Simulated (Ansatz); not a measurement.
A distorted cell of NiO (rock salt):

```xyz
2
Lattice="0.0000 2.1087 2.1087 2.1087 0.0000 2.1087 2.1087 2.1087 0.0000" Properties=species:S:1:pos:R:3 pbc="T T T"
O      0.0000     0.0000     0.0000
Ni     2.1087     1.9407     2.1087
```

Method: PBE (plane waves to 420 eV, PAW, scalar-relativistic; Ansatz, a first-principles code). k mesh 15×15×15 (Γ-centred), Fermi-Dirac smearing 0.05 eV. Energies are smeared free energies. Compression counts positive. With partly filled bands, energies and forces of such displacements shift with the k mesh and the smearing. NiO is run spin-polarised and with no Hubbard U; the real compound is an antiferromagnetic insulator, a state that this run doesn't describe. NiO was relaxed with its symmetry unable to fall. Relaxed NiO ends ferromagnetic. The PAW data are Ansatz's earlier set. The magnetic order is the one the run started from; other orders were not tried.

Task: Predict the force on every atom, in eV/Å.

Result: 
```csv
atom,Fx,Fy,Fz
O1,0.000,-0.488,0.000
Ni2,0.000,0.488,0.000
```

Task: What is the stress tensor (GPa)?

Result: 
```
   -0.2      0.0      0.0
    0.0     10.9      0.0
    0.0      0.0     -0.2
```
The pressure, a third of the trace, is 3.5 GPa.

Task: In it atom 2 sits (0.000, -0.168, 0.000) Å away from its relaxed site. What is its energy relative to the relaxed cell?

Result: 28.5 meV/cell.

(A displaced cell: forces are minus the slopes of the energy, force constants its curvatures, and phonons follow from these.)
